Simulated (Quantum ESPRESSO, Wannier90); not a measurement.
**SnS2 (CdI2 type), plane waves to Wannier functions**

```
begin unit_cell_cart
ang
    3.6743100860    0.0000000000    0.0000000000
   -1.8371550430    3.1820458759    0.0000000000
    0.0000000000    0.0000000000    6.2288300000
end unit_cell_cart
begin atoms_frac
Sn   0.0000000000  0.0000000000  0.0000000000
S    0.3333333333 -0.3333333333  0.2346500000
S   -0.3333333333  0.3333333333 -0.2346500000
end atoms_frac
```

Materials Project entry mp-1170; symmetrised, unrelaxed at this level. COD (Crystallography Open Database) has an entry of this formula and space group (matched by these alone). Level: LDA, no spin polarisation, no spin-orbit coupling; pw.x of Quantum ESPRESSO at 58 Ry with PseudoDojo potentials, 12×12×6 k-points, Wannier90. Density: 12×12×6 mesh, cold smearing 0.01 Ry. The cell is built of weakly bound layers, chains or molecules, whose nearest atoms lie 3.93 Å apart. Database cells relaxed without dispersion often hold them too far apart, which can enlarge gaps and weakens couplings between them; spacing and stacking were not compared with the measured crystal. Spin-orbit coupling is left out although heavy elements are present.

A tight-binding model is made by disentanglement and projection with no localisation steps (num_iter = 0), so the 12 orbitals stay atom-like: hydrogen-like Sn: s;p; S: s;p, axes along x, y, z; frozen window up to 2.88 eV relative to the valence-band maximum. It follows pw.x to 0.3 meV rms for states up to 2.4 eV relative to the valence-band maximum. Matrix elements depend on this choice of orbitals and windows.

What are the on-site energies relative to the valence-band maximum, and how fast do the hoppings decay?


```
atom  orbitals  energy (eV)
----  --------  -----------
Sn1          s        -3.52
Sn1         pz         3.51
Sn1      px py         3.35
S2           s       -10.34
S2    pz px py        -0.51
S3           s       -10.34
S3    pz px py        -0.51
```

```json
[
 {"distance of the centres (Å)": "2–3", "largest modulus (eV)": "1.7"},
 {"distance of the centres (Å)": "3–4", "largest modulus (eV)": "0.45"},
 {"distance of the centres (Å)": "4–5", "largest modulus (eV)": "0.039"},
 {"distance of the centres (Å)": "5–6", "largest modulus (eV)": "0.22"},
 {"distance of the centres (Å)": "6–7", "largest modulus (eV)": "0.076"},
 {"distance of the centres (Å)": "7–8", "largest modulus (eV)": "0.029"},
 {"distance of the centres (Å)": "8–9", "largest modulus (eV)": "0.026"},
 {"distance of the centres (Å)": "9–10", "largest modulus (eV)": "0.0053"},
 {"distance of the centres (Å)": "10–11", "largest modulus (eV)": "0.0028"},
 {"distance of the centres (Å)": "11–12", "largest modulus (eV)": "0.0040"},
 {"distance of the centres (Å)": "12–13", "largest modulus (eV)": "0.0019"}
]
```
